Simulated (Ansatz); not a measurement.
CaAlHO₂:
```cif
data_HAlCaO2
_chemical_formula_sum 'Ca1 Al1 O2 H1'
_space_group_name_H-M_alt 'P 1'
_space_group_IT_number 1
_cell_length_a 3.73043
_cell_length_b 3.73043
_cell_length_c 3.44811
_cell_angle_alpha 90.000
_cell_angle_beta 90.000
_cell_angle_gamma 90.000
loop_
_space_group_symop_operation_xyz
  'x, y, z'
loop_
_atom_site_label
_atom_site_type_symbol
_atom_site_fract_x
_atom_site_fract_y
_atom_site_fract_z
_atom_site_occupancy
Ca1 Ca 0.50000 0.50000 0.50000 1
Al1 Al 0.00000 0.00000 0.00000 1
O1 O 0.50000 0.00000 0.00000 1
O2 O 0.00000 0.50000 0.00000 1
H1 H 0.00000 0.00000 0.50000 1
```

Relaxed with r²SCAN. DFT-r²SCAN in the program Ansatz with PAW potentials gives a gap of 4.37 eV.

Task: What gap does HSE06 give on the same cell (Ansatz, PAW)?

Result: 5.28 eV, 0.92 eV more. The hybrid was solved on a coarser mesh and at special points; the gap given is the minimum over both.

| k | v1 r²SCAN | c1 r²SCAN | v1 HSE06 | c1 HSE06 |
|---|---|---|---|---|
| Γ | -0.99 | 5.33 | ? | ? |
| Z | -0.07 | 5.25 | ? | ? |
| M | -0.23 | 7.13 | ? | ? |
| A | 0.00 | 6.90 | ? | ? |
| R | -0.73 | 5.01 | -0.74 | 6.05 |
| X | -1.81 | 4.37 | -1.81 | 5.28 |

Task: Top valence (v1) and lowest conduction level (c1) in eV from each method's valence maximum (which need not be a listed point): supply the withheld HSE06 values.

Result: 
- Γ, v1 HSE06: -1.20
- Γ, c1 HSE06: 6.45
- A, v1 HSE06: -0.17
- A, c1 HSE06: 8.13
- Z, v1 HSE06: 0.00
- Z, c1 HSE06: 5.98
- M, v1 HSE06: -0.40
- M, c1 HSE06: 8.03

Cost on shared cores: the r²SCAN run (SCF on a 8×8×8 mesh, then bands and DOS) roughly 60 core-seconds, the HSE06 run (SCF on 5×5×5, then a few points) roughly 2.9 core-minutes; the tasks are unlike.

Space group P4/mmm. The start of the workflow was typed in or built on a structure type; neither database checked (COD, Materials Project) lists it. Its standing as an ambient phase is unchecked. The r²SCAN relaxation kept the symmetry of its start; whether a distortion lowers the energy is not shown.

Potentials: the earlier of the program's two PAW sets.
